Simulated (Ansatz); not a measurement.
Si:
```cif
data_Si8
_chemical_formula_sum 'Si8'
_space_group_name_H-M_alt 'Fd-3m :1'
_space_group_IT_number 227
_space_group_name_Hall 'F 4d 2 3 -1d'
_cell_length_a 5.44434
_cell_length_b 5.44434
_cell_length_c 5.44434
_cell_angle_alpha 90.000
_cell_angle_beta 90.000
_cell_angle_gamma 90.000
loop_
_atom_site_label
_atom_site_type_symbol
_atom_site_symmetry_multiplicity
_atom_site_Wyckoff_symbol
_atom_site_fract_x
_atom_site_fract_y
_atom_site_fract_z
_atom_site_occupancy
Si1 Si 8 a 0.00000 0.00000 0.00000 1
```
(The calculation used a cell of 2 atoms; values per cell refer to that cell.)

Relaxed with r²SCAN. Independent-particle spectrum: no excitons, no local fields, no scissors shift; 0.1 eV broadening; ε₁ of the summed bands alone.

### Question
Tabulate the dielectric function from plane-wave PAW r²SCAN (Ansatz code).

### Answer


```tsv
E (eV)	ε₁ xx	ε₂ xx
0.0	11.93	0.00
0.4	12.03	0.00
0.8	12.36	0.00
1.2	12.95	0.00
1.6	13.91	0.00
2.0	15.49	0.00
2.4	18.34	0.00
2.8	25.66	2.02
3.2	28.20	18.09
3.6	22.90	21.36
4.0	26.04	45.50
4.4	-14.45	26.82
4.8	-8.17	19.43
5.2	-10.48	13.00
5.6	-8.95	9.99
6.0	-7.99	7.35
6.4	-7.14	5.44
6.8	-6.06	4.07
7.2	-4.97	3.43
7.6	-4.52	3.05
8.0	-4.00	2.41
8.4	-3.62	2.04
8.8	-3.19	1.67
9.2	-2.86	1.37
9.6	-2.48	1.12
10.0	-2.17	0.95
10.4	-1.90	0.82
10.8	-1.66	0.72
11.2	-1.46	0.63
11.6	-1.28	0.55
12.0	-1.10	0.49
```

### Question
From ε at 4.2 eV (xx: -10.97 + 50.02i), find n, k, the normal reflectivity and the absorption coefficient.

### Answer
n = 4.49, k = 5.576, R = 71 %, α = 2kE/ħc = 2400000 cm⁻¹.

With all bands, ε∞ without local fields is 11.9.

Symmetry was held in the r²SCAN relaxation.

Potentials: the later of the program's two PAW sets.
